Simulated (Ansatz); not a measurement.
Al in space group Fd-3m (No. 227; Al on 8a, Al on 16d) under volume change, plane-wave PAW r²SCAN (Ansatz code), scaled uniformly.

```json
[
 {"V (Å³/atom)": "15.208", "E − E(relaxed) (meV/atom)": "40.2", "P (GPa)": "9.36"},
 {"V (Å³/atom)": "15.709", "E − E(relaxed) (meV/atom)": "?", "P (GPa)": "?"},
 {"V (Å³/atom)": "16.210", "E − E(relaxed) (meV/atom)": "?", "P (GPa)": "?"},
 {"V (Å³/atom)": "16.712", "E − E(relaxed) (meV/atom)": "0.0", "P (GPa)": "0.00"},
 {"V (Å³/atom)": "17.213", "E − E(relaxed) (meV/atom)": "3.5", "P (GPa)": "-2.19"},
 {"V (Å³/atom)": "17.714", "E − E(relaxed) (meV/atom)": "13.4", "P (GPa)": "-4.05"},
 {"V (Å³/atom)": "18.216", "E − E(relaxed) (meV/atom)": "28.5", "P (GPa)": "-5.60"}
]
```

Problem. Some entries are withheld; supply them.

Solution. 
- 16.210, E − E(relaxed) (meV/atom): 3.9
- 16.210, P (GPa): 2.60
- 15.709, E − E(relaxed) (meV/atom): 16.8
- 15.709, P (GPa): 5.70

Problem. What does a third-order Birch–Murnaghan fit give for V₀, B₀ and B′?

Solution. V₀ = 16.71 Å³/atom, B₀ = 79.5 GPa, B′ = 4.7.

The start of the workflow was typed in or built on a structure type; neither database checked (COD, Materials Project) lists it. It is not the phase usual at ambient conditions (space group No. 225). The r²SCAN relaxation kept the symmetry of its start; whether a distortion lowers the energy is not shown.

Potentials: the earlier of the program's two PAW sets.
